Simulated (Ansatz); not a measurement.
**TiC: moving Ti off its site**

TiC, Fm-3m, a = 4.328 Å (as given, not relaxed at this level: -6.1 GPa). Ansatz: PBEsol, PAW, 420 eV, Γ-centred 18×18×18 mesh on 2 atoms, Gaussian smearing 0.15 eV; no spin polarisation.

```yaml
crystal:
  lattice:
    - [0.00000, 2.16400, 2.16400]
    - [2.16400, 0.00000, 2.16400]
    - [2.16400, 2.16400, 0.00000]
  atoms:
    - { symbol: Ti, position: [0.00000, 0.00000, 0.00000] }
    - { symbol: C, position: [0.50000, 0.50000, 0.50000] }
```

Atom 1 (Ti) moves by x along the unit vector (0.000, 0.000, -1.000), with its periodic images; all else is held. y is the free energy of the cell over the start, F the force along the path summed over the moved atoms. Symmetry makes y even in x.

| x (Å) | y (meV) | F (eV/Å) |
| --- | --- | --- |
| -0.200 | ? | ? |
| -0.100 | 46.3 | 0.91 |
| 0.000 | 0.0 | 0.00 |
| 0.025 | 2.9 | -0.23 |
| 0.050 | 11.7 | -0.47 |
| 0.075 | 26.2 | -0.69 |
| 0.125 | 71.9 | -1.14 |
| 0.150 | 103.5 | -1.39 |
| 0.175 | 141.7 | -1.67 |

Question: Fit y = c2 x² + c4 x⁴ to the energies of the other rows, give the force constant, and predict energy and force of the missing row.

Answer: Least squares on the rows shown. y = 4602.0 x² + 604.99 x⁴. The force constant is 2 c2 = 9.20 eV/Å², for the cell as given, at -6.1 GPa (for all images moving together, not for a lone atom). With two atoms in a cubic cell this is the optical mode at Γ (in a metal it hangs on mesh and smearing): ω = 521.5 √(2 c2/μ) = 511 cm⁻¹ for μ = 9.60 u. The force −dy/dx at the missing row is 1.86 eV/Å (computed 1.98). At x = -0.200 the fit asked for gives 185.0 meV. The run gave 187.2 meV, so the fit is 2.2 meV too low, 1.2 % of the span of the series, against an rms of 0.2 meV on the fitted rows. The row lies outside the fitted range. With a term in x⁶ added, a fit to the same known rows predicts 188.2 meV, a smaller miss on the other side.